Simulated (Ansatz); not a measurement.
Relaxed-ion elastic tensor of ZnCu$_{2}$GeS$_{4}$ in space group I-4 (No. 82; Pearson symbol tI16) in GPa (Voigt order), DFT-LDA in the program Ansatz with PAW potentials; density 4.64 g/cm³, 17.61 Å³ per atom.

```json
[
 {"": "1", "1": "127", "2": "77.5", "3": "78.1", "4": "0.0", "5": "0.0", "6": "0.5"},
 {"": "2", "1": "77.5", "2": "127", "3": "78.1", "4": "0.0", "5": "0.0", "6": "-0.5"},
 {"": "3", "1": "78.1", "2": "78.1", "3": "127", "4": "0.0", "5": "0.0", "6": "0.0"},
 {"": "4", "1": "0.0", "2": "0.0", "3": "0.0", "4": "55.0", "5": "0.0", "6": "0.0"},
 {"": "5", "1": "0.0", "2": "0.0", "3": "0.0", "4": "0.0", "5": "55.0", "6": "0.0"},
 {"": "6", "1": "0.5", "2": "-0.5", "3": "0.0", "4": "0.0", "5": "0.0", "6": "55.7"}
]
```

**Question.** Is the crystal mechanically stable?

**Answer.** Yes: the smallest eigenvalue of C is 49.0 GPa.

**Question.** Work out the Voigt, Reuss and Hill averages.

**Answer.** K_V = 94.4, K_R = 94.4, K_H = 94.4; G_V = 43.0, G_R = 36.9, G_H = 40.0 GPa.

**Question.** Give Young's modulus, Poisson's ratio, Pugh's ratio and the universal anisotropy index.

**Answer.** E = 9KG/(3K + G) = 105 GPa; ν = 0.31; K/G = 2.36 (ductile by the Pugh limit of 1.75); A_U = 5G_V/G_R + K_V/K_R − 6 = 0.82.

**Question.** Estimate the sound speeds and the Debye temperature.

**Answer.** v_l = √((K + 4G/3)/ρ) = 5640 m/s, v_t = √(G/ρ) = 2940 m/s, mean 3290 m/s; Θ = (h/k)(3n/4πV)^(1/3) v_m = 376 K.

**Question.** Solve the Christoffel equation for the three sound speeds along x, y, z.

**Answer.** Eigenvalues of C_ijkl n_j n_l equal ρv² (piezoelectric stiffening left out). In km/s, slowest first: x 3.44, 3.47, 5.24; y 3.44, 3.47, 5.24; z 3.44, 3.44, 5.24.

**Question.** How much does each axis shrink under pressure?

**Answer.** Linear compressibilities β_i = Σ_j S_ij (j = 1 to 3): x 3.5, y 3.5, z 3.5 per TPa.

The cell was relaxed with LDA under the symmetry of its start. The run is not spin-polarised.

Potentials: the later of the program's two PAW sets.
